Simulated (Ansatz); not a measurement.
Input:

W:
```cif
data_W
_chemical_formula_sum 'W1'
_space_group_name_H-M_alt 'P 1'
_space_group_IT_number 1
_cell_length_a 2.73191
_cell_length_b 2.73191
_cell_length_c 2.73191
_cell_angle_alpha 109.471
_cell_angle_beta 109.471
_cell_angle_gamma 109.471
loop_
_space_group_symop_operation_xyz
  'x, y, z'
loop_
_atom_site_label
_atom_site_type_symbol
_atom_site_fract_x
_atom_site_fract_y
_atom_site_fract_z
_atom_site_occupancy
W1 W 0.00000 0.00000 0.00000 1
```

This is the PBEsol-relaxed structure.

Q: All from plane-wave PAW PBEsol (Ansatz code), unless another level is named. Estimate the bulk modulus (Birch–Murnaghan fit).

A: 324 GPa.

Q: Next, the elastic constants (relaxed ions, GPa)?

A: C11 = 548, C12 = 211, C44 = 150.

Space group Im-3m (bcc (W type)). Symmetry was held in the PBEsol relaxation. The run is not spin-polarised. As this level gives no gap, shear constants depend on the k-mesh and smearing (Fermi–Dirac, 0.1 eV here). Scalar-relativistic: spin–orbit coupling is off unless named, which matters more the heavier the elements.

Potentials: the earlier of the program's two PAW sets. The files were generated under PBE; for other functionals the program regenerates the frozen cores, and for LDA and PBEsol the local potential too.
